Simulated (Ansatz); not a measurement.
This cell of CsPbCl3 (cubic perovskite) is off equilibrium:

```
CsPbCl3
1.0
    5.67354     0.00000     0.00000
    0.00000     5.67354     0.00000
    0.00000     0.00000     5.67354
Cs Pb Cl
1 1 3
Cartesian
  0.00000   0.00000   0.00000
  2.83677   2.83677   2.83677
  0.00000   2.83677   2.83677
  3.77677   3.15010   0.00000
  2.83677   0.00000   2.83677
```

All values below come from r2SCAN (plane waves to 500 eV, PAW, scalar-relativistic; Ansatz, an electronic-structure program). k mesh 5×5×5 (Γ-centred), Fermi-Dirac smearing 0.05 eV. Energies are smeared free energies. Compression counts positive. CsPbCl3 was relaxed with its symmetry unable to fall. Spin-orbit coupling is left out, though Pb is heavy. The PAW data are Ansatz's earlier set. This is a high-temperature form of CsPbCl3.

**Question.** Predict the force on every atom, in eV/Å.

**Answer.** 
```json
[
 {"atom": "Cs1", "Fx": "0.222", "Fy": "0.345", "Fz": "0.000"},
 {"atom": "Pb2", "Fx": "0.411", "Fy": "0.156", "Fz": "0.000"},
 {"atom": "Cl3", "Fx": "0.251", "Fy": "-0.043", "Fz": "0.000"},
 {"atom": "Cl4", "Fx": "-0.847", "Fy": "-0.496", "Fz": "0.000"},
 {"atom": "Cl5", "Fx": "-0.038", "Fy": "0.038", "Fz": "0.000"}
]
```

**Question.** Give the stress tensor in GPa and the pressure.

**Answer.** 
```
   0.50     0.41     0.00
   0.41     0.78     0.00
   0.00     0.00    -1.24
```
The pressure, a third of the trace, is 0.02 GPa.

**Question.** In it atom 4 sits (0.940, 0.313, 0.000) Å away from its relaxed site. What is its energy relative to the relaxed cell?

**Answer.** 294 meV/cell.

(A displaced cell: forces are minus the slopes of the energy, force constants its curvatures, and phonons follow from these.)
